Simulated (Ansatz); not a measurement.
V:
```
V
1.0
    2.18084     1.25911     0.80506
   -2.18084     1.25911     0.80506
    0.00000    -2.51822     0.80506
V
1
Cartesian
  0.00000   0.00000   0.00000
```

Relaxed with r²SCAN. Special points in fractions of this cell's reciprocal vectors: Γ (0.000, 0.000, 0.000); L (0.500, 0.000, 0.000); T (0.500, -0.500, 0.500); P0 (0.235, -0.765, 0.235); P2 (0.235, 0.235, 0.235); F (0.500, -0.500, 0.000).

List the band energies nearest the Fermi level at these points for DFT-r²SCAN in the program Ansatz with PAW potentials.

In eV from the Fermi level; about four levels below and three above (degenerate sets whole), none deeper than 8.9 eV; … stands for higher levels left out; points with the same levels are listed once.

```tsv
k	below	above
Γ	-7.12 -0.40	0.68 0.68 …
L	-3.39 -1.08	2.25 2.44 2.71
T	-3.21 -3.21	3.58 3.58 4.57
P0	-1.50 -1.50 -0.57	2.99 2.99 …
F	-3.46 -1.47	0.91 3.01 3.34
```

Space group R-3m (simple rhombohedral). The start of the workflow was typed in or built on a structure type; neither database checked (COD, Materials Project) lists it. It is not the phase usual at ambient conditions (space group No. 229). Symmetry was held in the r²SCAN relaxation; whether a distortion lowers the energy is not shown. The workflow began spin-polarised and lost its moments. The cell computed holds one magnetic atom, so no antiferromagnetic order was within reach. The volume moved by 25 % from the start of the relaxation.

Potentials: the later of the program's two PAW sets.
